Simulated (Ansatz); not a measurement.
Data:

AlMo$_{4}$S$_{8}$:
Space group F-43m (No. 216); a = b = c = 9.5911 Å, α = β = γ = 90.00°

```tsv
atom	site	symmetry	x	y	z
Al	4d	-43m	0.7500	0.7500	0.7500
Mo	16e	.3m	0.1471	0.1471	0.1471
S	16e	.3m	0.3853	0.3853	0.3853
S	16e	.3m	0.8854	0.8854	0.8854
```
(The calculation used a cell of 13 atoms; values per cell refer to that cell.)

This is the LDA-relaxed structure.

### Question
All from plane-wave PAW LDA (Ansatz code), unless another level is named. Estimate the Young's modulus.

### Answer
127 GPa.

### Question
Give the highest zone-centre frequency.

### Answer
470 cm^-1.

The workflow started from a Materials Project entry (that database holds measured and hypothetical structures alike); the Crystallography Open Database files this formula in space group No. 216, but the cells were not matched. Whether it is the stable phase at ambient conditions was not checked. The cell was relaxed with LDA under the symmetry of its start; of distortions, only those at the zone centre were tested. The run is not spin-polarised. As this level gives no gap, phonon frequencies hold no LO–TO term and depend on the k-mesh and smearing (Fermi–Dirac, 0.1 eV here).

Potentials: the later of the program's two PAW sets.
